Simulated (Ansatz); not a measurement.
C:
```yaml
crystal:
  lattice:
    - [2.45446, 0.00000, 0.00000]
    - [-1.22723, 2.12563, 0.00000]
    - [0.00000, 0.00000, 26.00000]
  atoms:
    - { symbol: C, position: [0.66667, 0.33333, 0.50000] }
    - { symbol: C, position: [0.33333, 0.66667, 0.50000] }
```
Free-standing layer in the xy plane with vacuum along z and no interaction between images.

Relaxed with r²SCAN+D4.

Question: All from DFT-r²SCAN+D4 in the program Ansatz with PAW potentials, unless another level is named. Give the electronic character.

Answer: no gap, with almost no states at the Fermi level.

Question: Predict the work function.

Answer: 4.25 eV.

Space group P6/mmm (graphene). A layer that has been made, often on a substrate. It is flat by the symmetry kept. The r²SCAN+D4 relaxation kept the symmetry of its start; its stability against distortions is not shown here.

Potentials: the later of the program's two PAW sets.
